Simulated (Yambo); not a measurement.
Yambo run on Li2O (anti-fluorite, space group Fm-3m, No. 225). The wavefunctions come from this Quantum ESPRESSO step (PBEsol, PseudoDojo standard norm-conserving files, scalar-relativistic):

```
&CONTROL
  calculation = 'nscf'
  pseudo_dir = './pseudo'
  outdir = './out'
/
&SYSTEM
  ibrav = 0
  nat = 3
  ntyp = 2
  ecutwfc = 84.0
  ecutrho = 336.0
  occupations = 'fixed'
  force_symmorphic = .true.
  nbnd = 96
/
&ELECTRONS
  conv_thr = 3.0000000000000004e-09
  diago_full_acc = .true.
  diago_thr_init = 1e-08
/
ATOMIC_SPECIES
Li 6.9400 Li.upf
O 15.9990 O.upf
CELL_PARAMETERS angstrom
  0.000000000000   2.288267727000   2.288267727000
  2.288267727000   0.000000000000   2.288267727000
  2.288267727000   2.288267727000   0.000000000000
ATOMIC_POSITIONS crystal
Li   0.750000000000   0.750000000000   0.750000000000
Li   0.250000000000   0.250000000000   0.250000000000
O   0.000000000000   0.000000000000   0.000000000000
K_POINTS automatic
6 6 6 0 0 0
```

Yambo input:

```
rim_cut
gw0
dyson
el_el_corr
HF_and_locXC
ppa
em1d
RandQpts= 1000000
RandGvec= 1 Ry
EXXRLvcs= 84 Ry
VXCRLvcs= 336 Ry
Chimod= "HARTREE"
% BndsRnXp
 3 | 95 |
%
NGsBlkXp= 14 Ry
% LongDrXp
 1.0 | 1.0 | 1.0 |
%
PPAPntXp= 27.2114 eV
% GbndRnge
 1 | 95 |
%
GTermKind= "BG"
DysSolver= "n"
ExtendOut
% QPkrange
 1 | 1 | 6 | 7 |
 4 | 4 | 6 | 7 |
 13 | 13 | 6 | 7 |
%
```

k points by index: 1 = Γ, 4 = L, 13 = X.

Resulting energies as the program prints them:

```
#    K-point    Band    Eo [eV]    E [eV]    E-Eo [eV]    Vxc [eV]    Vnlxc [eV]    Sc|Eo [eV]    Sc|E [eV]    dSc/dw|Eo [eV]    Re(Z)    Im(Z)
#
    1    6    0.000000    -1.640347    -1.640347    -19.10961    -24.76674    3.565808    4.016782    -7.480445    0.784372    -0.001391
    1    7    5.382174    6.464280    1.082106    -10.80363    -6.162104    -3.362266    -3.559420    -4.957334    0.845895    -0.001002
    4    6    -0.464685    -2.161255    -1.696570    -18.50027    -24.29043    3.624684    4.093583    -7.519968    0.783479    -0.001472
    4    7    9.272892    10.73030    1.457410    -13.23091    -7.572122    -3.857620    -4.201380    -6.412746    0.809216    -0.007260
    13    6    -1.444214    -3.225780    -1.781566    -17.09038    -23.00366    3.629742    4.131719    -7.665717    0.780199    -0.002553
    13    7    4.903879    5.943586    1.039707    -8.450081    -3.978292    -3.261375    -3.432082    -4.467371    0.858978    -0.947702E-3
```
(The two width columns are left out.) Convergence of these settings isn't established.

Geometry relaxed with PBEsol.
